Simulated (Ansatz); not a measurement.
LaGaO3:
```
LaGaO3
1.0
    2.76132     1.59425     4.42459
   -2.76132     1.59425     4.42459
    0.00000    -3.18850     4.42459
La Ga O
2 2 6
Direct
  0.25000   0.25000   0.25000
  0.75000   0.75000   0.75000
  0.00000   0.00000   0.00000
  0.50000   0.50000   0.50000
  0.75000   0.18459   0.31541
  0.25000   0.81541   0.68459
  0.31541   0.75000   0.18459
  0.68459   0.25000   0.81541
  0.18459   0.31541   0.75000
  0.81541   0.68459   0.25000
```

Relaxed with PBEsol. Special points in fractions of this cell's reciprocal vectors: Γ (0.000, 0.000, 0.000); T (0.500, 0.500, 0.500); H2 (0.747, 0.253, 0.500); H0 (0.500, -0.253, 0.253); L (0.500, 0.000, 0.000); S0 (0.377, -0.377, 0.000); S2 (0.623, 0.000, 0.377); F (0.500, 0.000, 0.500).

### Question
List the band energies nearest the valence-band maximum at these points for PBEsol in the plane-wave PAW code Ansatz.

### Answer
In eV from the valence-band maximum; about four levels below and three above (degenerate sets whole), none deeper than 8.9 eV; points with the same levels are listed once.

```json
[
 {"k": "Γ", "below": "-0.34 -0.34 -0.24 -0.24 -0.14", "above": "3.70 4.44 4.44"},
 {"k": "T", "below": "-0.67 -0.67 -0.67 -0.67", "above": "4.76 4.76 4.82 4.82 4.82 4.82"},
 {"k": "H2", "below": "-0.72 -0.72 -0.44 -0.44", "above": "4.74 4.74 4.80 4.80"},
 {"k": "L", "below": "-0.47 -0.47 -0.15 -0.15", "above": "4.69 4.69 4.74 4.74"},
 {"k": "S0", "below": "-0.84 -0.77 -0.73 -0.01", "above": "4.71 4.73 4.77"},
 {"k": "F", "below": "-0.84 -0.74 -0.33 -0.02", "above": "4.71 4.71 4.74"}
]
```

Space group R-3c. The first step of the workflow began from a Materials Project structure, measured or hypothetical; the Crystallography Open Database files this formula in space group No. 167, but the cells were not matched. Its standing as an ambient phase is unchecked. Symmetry was held in the PBEsol relaxation; phonons show weakly imaginary modes. Spin–orbit coupling is left out wherever it is not named.

Potentials: the later of the program's two PAW sets.
